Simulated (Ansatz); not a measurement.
Nb2O5:
```yaml
crystal:
  lattice:
    - [6.39280, 2.44336, 0.00000]
    - [-6.39280, 2.44336, 0.00000]
    - [-1.37768, 0.00000, 5.37896]
  atoms:
    - { symbol: Nb, position: [0.10079, 0.38205, 0.24566] }
    - { symbol: Nb, position: [0.89921, 0.61795, 0.75434] }
    - { symbol: Nb, position: [0.38205, 0.10079, 0.25434] }
    - { symbol: Nb, position: [0.61795, 0.89921, 0.74566] }
    - { symbol: O, position: [0.13524, 0.72397, 0.12798] }
    - { symbol: O, position: [0.86476, 0.27603, 0.87202] }
    - { symbol: O, position: [0.72397, 0.13524, 0.37202] }
    - { symbol: O, position: [0.27603, 0.86476, 0.62798] }
    - { symbol: O, position: [0.89421, 0.89421, 0.75000] }
    - { symbol: O, position: [0.10579, 0.10579, 0.25000] }
    - { symbol: O, position: [0.55862, 0.33725, 0.97653] }
    - { symbol: O, position: [0.44138, 0.66275, 0.02347] }
    - { symbol: O, position: [0.33725, 0.55862, 0.52347] }
    - { symbol: O, position: [0.66275, 0.44138, 0.47653] }
```

Relaxed with PBEsol. DFT-PBEsol in the program Ansatz with PAW potentials gives a gap of 2.60 eV.

Question: What gap does HSE06 give on the same cell (Ansatz, PAW)?

Answer: 4.04 eV, 1.44 eV more. The hybrid was solved on a coarser mesh and at special points; its gap is the smallest among all of these.

Cost on shared cores: the PBEsol run (SCF on a 6×6×5 mesh, then bands and DOS) about 6 core-minutes (a rough figure), the HSE06 run (SCF on 4×4×3, then a few points) roughly 5 core-minutes; the tasks are unlike.

Space group C2/c. The first step of the workflow began from a Materials Project structure, measured or hypothetical; the Crystallography Open Database files this formula in space group No. 15, but the cells were not matched. Its standing as an ambient phase is unchecked. Symmetry was held in the PBEsol relaxation; its stability against distortions is not shown here. The run is not spin-polarised. Scalar-relativistic: spin–orbit coupling is off unless named, which matters more the heavier the elements.

Potentials: the earlier of the program's two PAW sets.
